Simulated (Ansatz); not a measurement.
Cost of a DFT run on Mg₂MnCr₃S₈

```yaml
crystal:
  lattice:
    - [3.6259909713, 2.0934668634, 5.9009377323]
    - [-3.6259909713, 2.0934668634, 5.9009377323]
    - [0.0, -4.1869337268, 5.9009377323]
  atoms:
    - { symbol: Mg, position: [0.87567366, 0.87567366, 0.87567366] }
    - { symbol: Mg, position: [0.12432634, 0.12432634, 0.12432634] }
    - { symbol: Mn, position: [0.5, 0.5, 0.5], spin: 4.0 }
    - { symbol: Cr, position: [0.5, 0.5, 0.0], spin: 3.0 }
    - { symbol: Cr, position: [0.0, 0.5, 0.5], spin: 3.0 }
    - { symbol: Cr, position: [0.5, 0.0, 0.5], spin: 3.0 }
    - { symbol: S, position: [0.73653498, 0.73653498, 0.73653498] }
    - { symbol: S, position: [0.26015507, 0.26015507, 0.7115362] }
    - { symbol: S, position: [0.26015507, 0.7115362, 0.26015507] }
    - { symbol: S, position: [0.7115362, 0.26015507, 0.26015507] }
    - { symbol: S, position: [0.73984493, 0.2884638, 0.73984493] }
    - { symbol: S, position: [0.2884638, 0.73984493, 0.73984493] }
    - { symbol: S, position: [0.26346502, 0.26346502, 0.26346502] }
    - { symbol: S, position: [0.73984493, 0.73984493, 0.2884638] }
magnetization:
  spin_polarized: true
kpoints:
  mp_grid: { grid: [6, 6, 6] }
scf:
  occupations: { method: fermi_dirac, width: 0.05 }
hamiltonian:
  xc: r2scan
  pseudopotentials: { kind: paw }
output:
  forces: true
  stress: true
  populations: true
  efg:
    quadrupole_moments_barn: { Mg: 0.1994, Mn: 0.33, Cr: -0.15, S: -0.0694 }
    contact_densities: true
```

```sh
ansatz run input.yaml --threads 1 --pin off --max-ram 3072MiB --backend cpu --events-out ev --progress --plain --runs-dir out
```

It runs on 1 thread of Arm Neoverse N1 (aarch64; 36 cores open to the job, memory cap 3.0 GiB, no GPU), a shared host with a load of 0.9 a core.

(1) How much time and memory should be set aside?

Results:

(1) About 22 min of wall time (22 min of CPU time) and 2.5 GiB. The run holds 125 valence electrons in 83 bands, about 6855 plane waves a k-point and 32 irreducible k-points, and took 27 SCF iterations. Times on a shared host vary by tens of per cent.
